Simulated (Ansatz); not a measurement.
RbCr5S8 in space group C2/m (No. 12; Pearson symbol mS28), DFT-r²SCAN in the program Ansatz with PAW potentials, all energies at zero smearing, with the estimated change up to a 700 eV cutoff added, with one set of potentials and settings (totals compare only within such a set). Cell of 14 atoms (1 Rb, 5 Cr, 8 S): -27454.183 eV.

```csv
element,reference phase,E (eV/atom)
Rb,"Cmcm, 2 atoms in the cell",-3278.0015
Cr,"Im-3m, 2 atoms in the cell, spin-polarised",-3382.7158
S,"P2/c, 32 atoms in the cell",-905.8156
```

Formation energy per atom, worked out: (-27454.183 − 1×(-3278.0015) − 5×(-3382.7158) − 8×(-905.8156))/14 = -1.148 eV/atom (-111 kJ per mol of atoms), at 0 K, without zero-point energy or fitted corrections.

The workflow started from a Materials Project entry (that database holds measured and hypothetical structures alike); the Crystallography Open Database files this formula in space group No. 12, but the cells were not matched. Whether it is the stable phase at ambient conditions was not checked. The cell was relaxed with r²SCAN under the symmetry of its start; its stability against distortions is not shown here. The final state is ferromagnetic, the only order run, not a proven ground state. Other orbital occupations within this spin state were not tried. No Hubbard U is applied. The references are the lowest solids computed at this level, not always the standard phases.

Potentials: the later of the program's two PAW sets.
